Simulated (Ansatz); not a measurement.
Relaxed-ion elastic tensor of ScCu (CsCl type, Pm-3m) in GPa (Voigt order), LDA in the plane-wave PAW code Ansatz; density 5.67 g/cm³, 15.88 Å³ per atom.

```
 153  85.1  85.1   0.0   0.0   0.0
85.1   153  85.1   0.0   0.0   0.0
85.1  85.1   153   0.0   0.0   0.0
 0.0   0.0   0.0  55.3   0.0   0.0
 0.0   0.0   0.0   0.0  55.3   0.0
 0.0   0.0   0.0   0.0   0.0  55.3
```

Problem. Is the crystal mechanically stable?

Solution. Yes: the smallest eigenvalue of C is 55.3 GPa.

Problem. Work out the Voigt, Reuss and Hill averages.

Solution. K_V = 108, K_R = 108, K_H = 108; G_V = 46.8, G_R = 44.3, G_H = 45.6 GPa.

Problem. Give Young's modulus, Poisson's ratio, Pugh's ratio and the universal anisotropy index.

Solution. E = 9KG/(3K + G) = 120 GPa; ν = 0.31; K/G = 2.37 (ductile by the Pugh limit of 1.75); A_U = 5G_V/G_R + K_V/K_R − 6 = 0.29.

Problem. Estimate the sound speeds and the Debye temperature.

Solution. v_l = √((K + 4G/3)/ρ) = 5450 m/s, v_t = √(G/ρ) = 2830 m/s, mean 3170 m/s; Θ = (h/k)(3n/4πV)^(1/3) v_m = 376 K.

Problem. Give the Zener ratio and Young's modulus along [100], [110] and [111].

Solution. A = 2C44/(C11 − C12) = 1.62; 1/E = S11 − 2(S11 − S12 − S44/2)Γ with Γ = 0, 1/4, 1/3 gives 92.5, 125, 142 GPa.

Problem. Solve the Christoffel equation for the three sound speeds along [100], [110], [111].

Solution. Eigenvalues of C_ijkl n_j n_l equal ρv². In km/s, slowest first: [100] 3.12, 3.12, 5.20; [110] 2.45, 3.12, 5.55; [111] 2.69, 2.69, 5.66.

The first step of the workflow began from a Materials Project structure, measured or hypothetical; the Crystallography Open Database files this formula in space group No. 221, but the cells were not matched. Whether it is the stable phase at ambient conditions was not checked. Symmetry was held in the LDA relaxation; of distortions, only those at the zone centre were tested. The run is not spin-polarised. As this level gives no gap, shear constants depend on the k-mesh and smearing (Fermi–Dirac, 0.1 eV here).

Potentials: the later of the program's two PAW sets.
